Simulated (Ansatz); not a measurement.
BAs:
```
BAs
1.0
    0.00000     2.39195     2.39195
    2.39195     0.00000     2.39195
    2.39195     2.39195     0.00000
As B
1 1
Direct
  0.75000   0.75000   0.75000
  0.00000   0.00000   0.00000
```

Relaxed with r²SCAN. Special points in fractions of this cell's reciprocal vectors: Γ (0.000, 0.000, 0.000); X (0.500, 0.000, 0.500); U (0.625, 0.250, 0.625); K (0.375, 0.375, 0.750); L (0.500, 0.500, 0.500); W (0.500, 0.250, 0.750).

### Question
List the band energies nearest the valence-band maximum at these points for r²SCAN with spin–orbit coupling in the plane-wave PAW code Ansatz.

### Answer
In eV from the valence-band maximum; about four levels below and three above (degenerate sets whole), none deeper than 8.9 eV; points with the same levels are listed once.

```tsv
k	below	above
Γ	0.00 0.00 0.00 0.00	3.24 3.24 3.44 3.44 3.44 3.44
X	-4.43 -4.43 -4.30 -4.30	1.55 1.55 1.63 1.63
U	-6.31 -6.21 -3.74 -3.74	2.21 2.22 5.88
L	-2.07 -2.07 -1.93 -1.93	2.87 2.87 4.95 4.95
W	-5.86 -5.72 -5.48 -5.46	5.63 5.64 6.37 6.37
```

Space group F-43m (zinc blende). The cell was relaxed with r²SCAN under the symmetry of its start.

Potentials: the later of the program's two PAW sets.
